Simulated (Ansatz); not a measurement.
A crystal relaxed with r2SCAN in Ansatz 0.2.0 has space group P-43m (No. 215) and a = 5.450 Å.

| atom | site | x | y | z |
| --- | --- | --- | --- | --- |
| Xx | 1a | 0.0000 | 0.0000 | 0.0000 |
| As | 4e | 0.2291 | 0.2291 | 0.2291 |
| Ga | 3c | 0.5000 | 0.5000 | 0.0000 |

r2SCAN gives an indirect gap of 0.80 eV, from Γ to R; the least direct gap is 1.20 eV at Γ. HSE06 gives an indirect gap of 1.20 eV, from Γ to R; the least direct gap is 1.63 eV at Γ. Meshes: r2SCAN 6×6×6, HSE06 4×4×4. r2SCAN's ε∞ is 11.8 in all directions.

Q: Which element is Xx?
A. In
B. Tl
C. B
D. Al

A: C. Xx is B: Ga3BAs4, ordered on the zincblende lattice (P-43m) with 8 atoms a cell. B is surrounded by 4 As at 2.16 Å; As is surrounded by 1 B at 2.16 Å and 3 Ga at 2.43 Å; Ga is surrounded by 4 As at 2.43 Å.

Values at 0 K without nuclear motion; spin polarisation is off, and the phase may be a hypothetical one.

The runs are scalar-relativistic, without spin-orbit coupling.

The meshes of the hybrids are coarse, so their gaps aren't converged to the digits shown.
